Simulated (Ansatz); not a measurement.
Input:

TiO2:
```
CELL_PARAMETERS angstrom
      6.09539     1.86666     0.00000
     -6.09539     1.86666     0.00000
     -1.91885     0.00000     6.27453
ATOMIC_POSITIONS crystal
  Ti 0.80553 0.19447 0.71733
  Ti 0.19447 0.80553 0.28267
  Ti 0.10061 0.89939 0.70958
  Ti 0.89939 0.10061 0.29042
  O  0.05833 0.94167 0.37059
  O  0.94167 0.05833 0.62941
  O  0.63853 0.36147 0.70588
  O  0.36147 0.63853 0.29412
  O  0.13294 0.86706 0.00369
  O  0.86706 0.13294 0.99631
  O  0.73605 0.26395 0.34702
  O  0.26395 0.73605 0.65298
```

This is the r²SCAN-relaxed structure. x, y and z are the axes in which the lattice vectors are written.

**Question.** All from r²SCAN in the plane-wave PAW code Ansatz, unless another level is named. Estimate the bulk modulus (Birch–Murnaghan fit).

**Answer.** 192 GPa.

**Question.** Give the elastic constants (relaxed ions, GPa).

**Answer.** C11 = 305, C22 = 341, C33 = 325, C12 = 155, C13 = 138, C23 = 121, C44 = 59.5, C55 = 52.9, C66 = 53.2, C15 = 0.9, C25 = -8.1, C35 = 0.2, C46 = -8.0.

Space group C2/m. The workflow started from a Materials Project entry (that database holds measured and hypothetical structures alike); the Crystallography Open Database copy checked does not list it. It is not the phase usual at ambient conditions (space group No. 61, 136, 141). The cell was relaxed with r²SCAN under the symmetry of its start; whether a distortion lowers the energy is not shown. No spin polarisation was allowed.

Potentials: the earlier of the program's two PAW sets.
